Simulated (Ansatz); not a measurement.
# Fields on a plane of Ag5(PbO3)2 (space group P-31m)

```
Ag5(PbO3)2
1.0
    5.91485     0.00000     0.00000
   -2.95742     5.12241     0.00000
    0.00000     0.00000     6.42644
Ag Pb O
5 2 6
Direct
  0.00000   0.00000   0.22030
  0.00000   0.00000   0.77970
  0.00000   0.50000   0.00000
  0.50000   0.50000   0.00000
  0.50000   0.00000   0.00000
  0.66667   0.33333   0.50000
  0.33333   0.66667   0.50000
  0.62496   0.62496   0.30574
  0.37504   0.37504   0.69426
  0.37504   0.00000   0.30574
  0.62496   0.00000   0.69426
  0.00000   0.37504   0.30574
  0.00000   0.62496   0.69426
```

The slice is a (0001) plane (indices of the conventional cell) through the point (0.375, 0.000, 0.306) (fractional), spanned by u = [110] and v = [1 -1 0] in vectors of this cell: u (5.91 Å) and v (10.24 Å, at 90° to u). It covers one period; positions are fractions (u, v).

Atoms on it: O at (0.44, 0.81); O at (0.94, 0.31); O at (0.00, 0.00); O at (0.50, 0.50); O at (0.00, 0.62); O at (0.50, 0.12). Other atoms lie within 1 Å of the plane.

Method: PBEsol (plane waves to 420 eV, PAW, scalar-relativistic; Ansatz, a first-principles code). k mesh 8×8×6. Near the nuclei the fields are pseudised (PAW); where an atom keeps semicore shells as valence, they peak there. Ag5(PbO3)2 is run without spin polarisation and with no Hubbard U. Ag5(PbO3)2 was relaxed with its symmetry unable to fall. Spin-orbit coupling is left out, though Pb is heavy.

```
v \ u  0.00  0.12  0.25  0.38  0.50  0.62  0.75  0.88
-----  ----  ----  ----  ----  ----  ----  ----  ----
0.96      x  0.68  0.17  0.17  0.06  0.03  0.07  0.73
0.86   0.11  0.04  0.23  0.82  0.82  0.12  0.44  0.42
0.75   0.11  0.05  0.14  0.77  0.78  0.11  0.35  0.28
0.64      x  0.75  0.17  0.17  0.07  0.04  0.06  0.78
0.54   0.61  0.28  0.05  0.69     x  0.71  0.12  0.21
0.43   0.15  0.06  0.12  0.23  0.81  0.40  0.13  0.17
0.32      x  0.13  0.53  0.53  0.16  0.03  0.37     x
0.21   0.37  0.08  0.17  0.10  0.57  0.23  0.10  0.31
0.11   0.34  0.14  0.05  0.76     x  0.76  0.14  0.16
0.00      x  0.77  0.16  0.16  0.14  0.06  0.05  0.78
```

Values: electron localisation function (ELF). Points within 0.4 Å of a nucleus are blanked (x), as the pseudised field means little there.

```
|xxx+:.:+%@@@@@xx|
|xx%*=-=*%@@%#**x|
|%@@%#*+x#@%+   +|
|*@@@%xxxxx* xxx |
|+%@@@xxxxx+ xxx |
|+@@@@xxxxx* xxx |
|#@@%%*xxx%#: x :|
|%%@#+++*%@@#=-+*|
|xx**-:-*%@@@%%#x|
|xxx+:.:+%@@@@@xx|
|xxx*-:-*%@@@@%xx|
|xx##*++xxx%%##*x|
|##@@%%xxxxx*+=++|
|%@@@@@xxxxx+:.:+|
|%@@@@@xxxxx+:.:+|
|%@@%#**xxx%*=-=*|
|#@%+   +%@@%#*+x|
|xx* xxx *@@@%xxx|
|xx+ xxx +%@@@xxx|
|xx* xxx +@@@@xxx|
|x%#: x :#@@%%*xx|
|%@@#=-+*%%@#+++*|
|%@@@%%#xxx**-:-*|
|%@@@@@xxxxx+:.:+|
|%@@@@%xxxxx*-:-*|
|xx%%##*xxx##*++x|
|xxx*+=++##@@%%xx|
|xxx+:.:+%@@@@@xx|
```
Scale: ten equal steps from 0.00 (start of ' ') to 8.71 (end of '@'), in the order ' .:-=+*#%@'. Values: electrostatic potential energy of an electron, from the cell's mean, in eV. The map has 16 points along u (one character each, u = 0 at the left) and 28 along v (v = 0 in the bottom row). Points within 0.9 Å of a nucleus are blanked (x), as the pseudised field means little there. Values under 0 eV are set to 0. The zero, the cell's mean, hangs on the PAW cores.
